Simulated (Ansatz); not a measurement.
Ta$_{3}$Sb:
```xyz
8
Lattice="5.2391 0.0000 0.0000 0.0000 5.2391 0.0000 0.0000 0.0000 5.2391" Properties=species:S:1:pos:R:3 pbc="T T T"
Ta     1.3098     0.0000     2.6195
Ta     3.9293     0.0000     2.6195
Ta     2.6195     3.9293     0.0000
Ta     2.6195     1.3098     0.0000
Ta     0.0000     2.6195     3.9293
Ta     0.0000     2.6195     1.3098
Sb     0.0000     0.0000     0.0000
Sb     2.6195     2.6195     2.6195
```

Relaxed with PBEsol. Special points in fractions of this cell's reciprocal vectors: Γ (0.000, 0.000, 0.000); X (0.000, 0.500, 0.000); M (0.500, 0.500, 0.000); R (0.500, 0.500, 0.500).

List the band energies nearest the Fermi level at these points for PBEsol with spin–orbit coupling (plane waves, PAW; program Ansatz).

In eV from the Fermi level; about four levels below and three above (degenerate sets whole), none deeper than 8.9 eV; … stands for higher levels left out; points with the same levels are listed once.

```
k                                            below                above
-  -----------------------------------------------  -------------------
Γ                          -0.24 -0.24 -0.24 -0.24  0.26 0.26 2.70 2.70
X                          -0.98 -0.98 -0.98 -0.98  1.51 1.51 1.51 1.51
M                          -0.22 -0.22 -0.01 -0.01  0.14 0.14 0.26 0.26
R  -0.04 -0.04 -0.04 -0.04 -0.04 -0.04 -0.04 -0.04                    …
```

Space group Pm-3n (A15 (Cr3Si type)). The workflow started from a Materials Project entry (that database holds measured and hypothetical structures alike); the Crystallography Open Database files this formula in space group No. 223, but the cells were not matched. Its standing as an ambient phase is unchecked. The cell was relaxed with PBEsol under the symmetry of its start; of distortions, only those at the zone centre were tested. The run is not spin-polarised.

Potentials: the later of the program's two PAW sets.
